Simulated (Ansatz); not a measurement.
Input file for Ansatz (a program for electronic structure):

Ansatz 0.2 input:
```yaml
crystal:
  lattice:
    - [0.0, 4.1129501553, 4.2649484747]
    - [2.3873623259, 0.0, 4.2649484747]
    - [2.3873623259, 4.1129501553, 0.0]
  atoms:
    - { symbol: Si, position: [0.6621089139, 0.3378910861, 0.6621089139] }
    - { symbol: Si, position: [0.3378910861, 0.6621089139, 0.3378910861] }
    - { symbol: Si, position: [0.5878910861, 0.9121089139, 0.5878910861] }
    - { symbol: Si, position: [0.9121089139, 0.5878910861, 0.9121089139] }
    - { symbol: Ti, position: [0.0, 0.0, 0.0] }
    - { symbol: Ti, position: [0.25, 0.25, 0.25] }
kpoints:
  mp_grid: { grid: [11, 11, 11] }
hamiltonian:
  xc: r2scan
  pseudopotentials: { kind: paw }
scf:
  occupations: { method: fermi_dirac, width: 0.1 }
phonons:
  method: dfpt
  response_accuracy: low
  eigenvectors: true
  rigid_motions: translations
```

Output (shortened):

```
Pseudopotential: Si, paw, valence charge 4
Pseudopotential: Ti, paw, valence charge 12
Functional definition: r2SCAN
Crystal: 6 atoms, lattice volume = 83.756 Å³
Basis set: ecut = 500 eV, 2121 PW (Γ), exchange–correlation on 240×240×240 points (125 copies of the dense FFT grid, shifted against one another)
Bands: 26, of which v1, the nominal top of the filled ones, is band 20 counted from 1 (19 counted from 0)
Symmetry: 8 space group operations
k-points: 666 of 1331 (irreducible under 1 space group operation, time reversal used)
SCF iter   1: F=—  HF=-7568.095745 eV  |F-HF|=—  |Δ(HF+E_count)|=         —  Δρ=9.17e-3  dr2=5.93e-2  dr2_τ=5.07e-2  ethr=1.77e-3  ⟨swp⟩=6.1  Hψ=87737  notcnv=0
preconditioner: auto → Kerker (q_TF=auto, 2.412 Å⁻¹)
SCF iter   2: F=—  HF=-7568.212159 eV  |F-HF|=—  |Δ(HF+E_count)|=   1.16e-1  Δρ=3.92e-3  dr2=1.24e-2  dr2_τ=8.98e-4  ethr=1.48e-4  ⟨swp⟩=2.0  Hψ=39244  notcnv=0
SCF iter   3: F=—  HF=-7568.212691 eV  |F-HF|=—  |Δ(HF+E_count)|=   5.32e-4  Δρ=2.36e-3  dr2=4.43e-3  dr2_τ=6.65e-5  ethr=3.11e-5  ⟨swp⟩=1.0  Hψ=17316  notcnv=0
SCF iter   4: F=—  HF=-7568.212577 eV  |F-HF|=—  |Δ(HF+E_count)|=   1.14e-4  Δρ=2.03e-4  dr2=3.03e-5  dr2_τ=7.86e-7  ethr=1.11e-5  ⟨swp⟩=2.0  Hψ=25309  notcnv=0
SCF iter   5: F=—  HF=-7568.212594 eV  |F-HF|=—  |Δ(HF+E_count)|=   1.69e-5  Δρ=3.50e-5  dr2=6.66e-7  dr2_τ=4.72e-8  ethr=7.56e-8  ⟨swp⟩=2.3  Hψ=28385  notcnv=0
SCF iter   6: F=—  HF=-7568.212595 eV  |F-HF|=—  |Δ(HF+E_count)|=   4.28e-7  Δρ=7.69e-6  dr2=4.73e-8  dr2_τ=7.34e-10  ethr=1.67e-9  ⟨swp⟩=2.0  Hψ=25059  notcnv=0
SCF iter   7: F=—  HF=-7568.212595 eV  |F-HF|=—  |Δ(HF+E_count)|=   1.35e-8  Δρ=1.33e-6  dr2=1.32e-9  dr2_τ=1.01e-10  ethr=1.18e-10  ⟨swp⟩=2.0  Hψ=25428  notcnv=0
SCF iter   8: F=—  HF=-7568.212595 eV  |F-HF|=—  |Δ(HF+E_count)|=  2.29e-10  Δρ=2.41e-7  dr2=4.56e-11  dr2_τ=1.46e-12  ethr=3.29e-12  ⟨swp⟩=3.0  Hψ=32297  notcnv=0
SCF iter   9: F=-7568.212595 eV  HF=-7568.212595 eV  |F-HF|=2.73e-12  |Δ(HF+E_count)|=  3.82e-11  Δρ=6.08e-8  dr2=3.10e-12  dr2_τ=8.89e-14  ethr=1.00e-12  ⟨swp⟩=5.3  Hψ=70640  notcnv=0
SCF 1 converged in 9 iterations: F = -7568.212595 eV  dr2 = 3.10e-12
WARN: the projector tables of a DFPT response shed from 666 to 2, one for each solve slot …
DFPT response loops at Γ: preconditioner auto → Kerker (q_TF=auto, 2.412 Å⁻¹) (partly filled bands, converged f_vac=0.000) …
SCF converged after 9 iterations
Free energy (F): -7568.212595 eV
Harris-Foulkes:  -7568.212595 eV  (|F-HF|=2.73e-12)
Internal energy: -7568.144278 eV  (E = F + TS)
E sigma→0 (E₀):  -7568.178436 eV
Entropy (-TS):   -0.068316 eV (-11.386 meV/atom)
Fermi energy:    12.707974 eV
--- Per-component energies (eV) ---
  E_band       = -244.235125
  E_kinetic    = 720.593641
  E_local      = -2012.857272  (includes V_loc(G=0)·N_el)
  E_nonlocal   = 111.473426
  E_hartree    = 878.615596
  E_xc         = -399.431292
  E_vxc        = -476.782636  (∫ρ·V_xc dr)
  E_paw        = -4191.507781  (= ΣΔE_a)
  E_vpaw       = -370.882023  (= ΣTr[D̂ρ^β])
  E_aug_tail   = 0.000200  (compensation charges beyond the density's cutoff)
  E_vtau       = 26.988426  (kinetic-family band-sum trace: ∫τ·v_τ [+ j·A + Jᵃ·Aᵃ] dr)
  E_ewald      = -2674.218150
  E_core_change = -0.812646  (= ΣΔE_core)
  E_smearing   = -0.068316  (= −TS)
  E_closure    = 0.000000  (closes the sum)
  Σ components = -7568.212595   (vs F -7568.212595, Δ=0.00e0)
  [band-id]    e_kinetic+e_local+e_nonlocal+2·e_hartree+e_vxc+e_vpaw+e_augmentation_tail+e_vtau = -244.235047   (vs E_band -244.235125, Δ=7.82e-5)
--- Band table (eV; the first three rows and the last of 666) ---
  k-point 0: bands = ["-45.9557", "-45.9254", "-21.2887", "-21.2728", "-21.1932", "-21.1780", "-21.1548", "-21.1540", "-0.6974", "5.6441", "6.7125", "6.8822", "7.2620", "8.6378", "8.8068", "9.9073", "10.2397", "10.3733", "10.6794", "11.1532", "11.7012", …
  k-point 1: bands = ["-45.9552", "-45.9259", "-21.2883", "-21.2726", "-21.1954", "-21.1780", "-21.1550", "-21.1536", "-0.6048", "5.4984", "6.1948", "6.8570", "7.5822", "8.6651", "8.8801", "9.9082", "10.1153", "10.3528", "11.0890", "11.1969", "11.6780", …
  k-point 2: bands = ["-45.9539", "-45.9272", "-21.2882", "-21.2708", "-21.2020", "-21.1779", "-21.1559", "-21.1518", "-0.3313", "5.1543", "5.4017", "6.8264", "7.6468", "8.5155", "9.3462", "9.5334", "10.5124", "10.6241", "11.3649", "11.4596", "11.8176", …
  k-point 665: bands = ["-45.9475", "-45.9333", "-21.2943", "-21.2582", "-21.2291", "-21.1716", "-21.1601", "-21.1452", "1.2459", "2.9048", "4.3348", "6.3547", "7.2522", "8.4086", "9.1027", "10.5720", "10.8702", "11.4632", "12.5295", "12.6424", "13.5772", …
--- Phonons (Γ-DFPT): 6 representative perturbations + reference, on 666 of 1331 k-points (Σ response iterations 37) ---
  ASR residual: 1.832e-3 → 0.000e0 eV/Å²; symmetrization residual: 1.378e-4 eV/Å²
  ASR residual per site (eV/Å²): 1.31e-4 1.31e-4 1.31e-4 1.31e-4 1.83e-3 1.83e-3
  Γ frequencies (cm⁻¹): 0.00 0.00 0.00 196.99 198.31 212.53 234.04 252.14 263.74 267.68 292.39 306.00 312.57 341.71 379.92 390.03 410.26 438.18
  non-analytic LO–TO correction: not included (Born effective charges unavailable; polar crystals: no LO–TO splitting at Γ)
```

Cost: roughly 90 core-minutes on shared cores.

Space group Fddd. The r²SCAN relaxation kept the symmetry of its start; of distortions, only those at the zone centre were tested. The run is not spin-polarised. As this level gives no gap, phonon frequencies hold no LO–TO term and depend on the k-mesh and smearing (Fermi–Dirac, 0.1 eV here).

Potentials: the later of the program's two PAW sets.

Ansatz is a plane-wave DFT program.
